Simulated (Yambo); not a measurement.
A free-standing WS$_{2}$ monolayer (symmetry P-6m2, slab cell 16.1 Å high), G0W0@LDA in Yambo with this input:

```
rim_cut
gw0
dyson
el_el_corr
HF_and_locXC
ppa
em1d
rim_w
RandQpts= 1000000
RandGvec= 2 Ry
CUTGeo= "slab z"
EXXRLvcs= 70 Ry
VXCRLvcs= 280 Ry
Chimod= "HARTREE"
% BndsRnXp
 2 | 104 |
%
NGsBlkXp= 7 Ry
% LongDrXp
 1.0 | 1.0 | 0.0 |
%
RandGvecW= 1000 mRy
PPAPntXp= 27.2114 eV
% GbndRnge
 1 | 104 |
%
GTermKind= "BG"
DysSolver= "n"
ExtendOut
```

On a 9×9×1 mesh, with wavefunctions cut at 70 Ry, the gap (K → K) is 2.968 eV and the valence edge shifts by -0.065 eV.

**Question.** What happens with this change: no terminator?

**Answer.** The gap rises by 0.065 eV, to 3.033 eV; the shift of the valence edge becomes 0.201 eV. Neither run is shown to be the converged limit.

Spin-orbit coupling is not included.

Geometry relaxed with LDA; primitive cell a = b = 3.123 Å, c = 16.100 Å, α = β = 90.00°, γ = 120.00°.

A shift is the quasiparticle energy of the state minus its LDA energy.
